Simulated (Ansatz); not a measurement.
HfN:
```cif
data_Hf2N2
_chemical_formula_sum 'Hf2 N2'
_space_group_name_H-M_alt 'P63/mmc'
_space_group_IT_number 194
_space_group_name_Hall '-P 6c 2c'
_cell_length_a 3.14394
_cell_length_b 3.14394
_cell_length_c 5.42565
_cell_angle_alpha 90.000
_cell_angle_beta 90.000
_cell_angle_gamma 120.000
loop_
_atom_site_label
_atom_site_type_symbol
_atom_site_symmetry_multiplicity
_atom_site_Wyckoff_symbol
_atom_site_fract_x
_atom_site_fract_y
_atom_site_fract_z
_atom_site_occupancy
Hf1 Hf 2 c 0.33333 0.66667 0.25000 1
N1 N 2 a 0.00000 0.00000 0.00000 1
```

Relaxed with r²SCAN.

**Question.** Which orbitals make up the states near the Fermi level in r²SCAN (plane waves, PAW; program Ansatz)?

**Answer.** Within 0.5 eV of the Fermi level: Hf 5d 77 %, N 2p 16 %. Projections are on Löwdin-orthogonalised atomic valence shells; empty p or d shells of many metals are not among them.

**Question.** Tabulate the density of states.

**Answer.** States/eV per cell of 4 atoms, in 0.25 eV bins, energy from the Fermi level.

```tsv
E (eV)	total	Hf 5d	N 2p	Hf 6s
-7.85	0.98	0.30	0.52	0.10
-7.60	1.32	0.39	0.71	0.14
-7.35	2.28	0.72	1.25	0.20
-7.10	1.48	0.44	0.84	0.12
-6.85	1.74	0.48	1.02	0.13
-6.60	2.82	0.73	1.75	0.19
-6.35	3.24	0.82	2.08	0.18
-6.10	3.45	1.03	2.20	0.08
-5.85	2.78	0.91	1.73	0.05
-5.60	3.01	0.97	1.90	0.05
-5.35	3.42	1.04	2.22	0.07
-5.10	2.22	0.64	1.48	0.03
-4.85	3.23	0.87	2.23	0.02
-4.60	4.92	1.18	3.51	0.03
-4.35	3.61	0.78	2.67	0.02
-4.10	1.91	0.42	1.41	0.01
-3.85	1.14	0.26	0.83	0.01
-3.60	0.86	0.23	0.60	0.01
-3.35	0.81	0.21	0.57	0.00
-3.10	0.76	0.19	0.54	0.00
-2.85	0.58	0.13	0.42	0.00
-2.60	0.37	0.08	0.27	0.00
-2.35	0.36	0.19	0.15	0.00
-2.10	0.68	0.50	0.15	0.01
-1.85	0.84	0.64	0.16	0.01
-1.60	0.89	0.68	0.17	0.02
-1.35	0.92	0.70	0.17	0.02
-1.10	0.92	0.70	0.17	0.02
-0.85	0.91	0.69	0.16	0.02
-0.60	0.89	0.68	0.16	0.02
-0.35	0.89	0.69	0.15	0.02
-0.10	0.88	0.68	0.15	0.02
0.15	0.92	0.71	0.14	0.02
0.40	1.00	0.78	0.15	0.02
0.65	1.16	0.91	0.18	0.03
0.90	1.47	1.16	0.22	0.04
1.15	1.22	0.96	0.17	0.04
1.40	1.01	0.77	0.13	0.04
1.65	0.91	0.68	0.11	0.05
1.90	0.79	0.56	0.09	0.06
2.15	0.70	0.49	0.07	0.07
2.40	0.81	0.58	0.06	0.08
2.65	1.18	0.84	0.13	0.09
2.90	2.11	1.46	0.32	0.14
3.15	2.56	1.83	0.38	0.14
3.40	2.99	2.24	0.41	0.11
3.65	2.93	2.21	0.38	0.09
3.90	3.15	2.36	0.37	0.09
4.15	3.21	2.39	0.37	0.08
```

Space group P6_3/mmc (NiAs type). The first step of the workflow began from a Materials Project structure, measured or hypothetical; the Crystallography Open Database copy checked does not list it. It is not the phase usual at ambient conditions (space group No. 225). The r²SCAN relaxation kept the symmetry of its start; whether a distortion lowers the energy is not shown. The run is not spin-polarised. Spin–orbit coupling is left out wherever it is not named.

Potentials: the later of the program's two PAW sets.
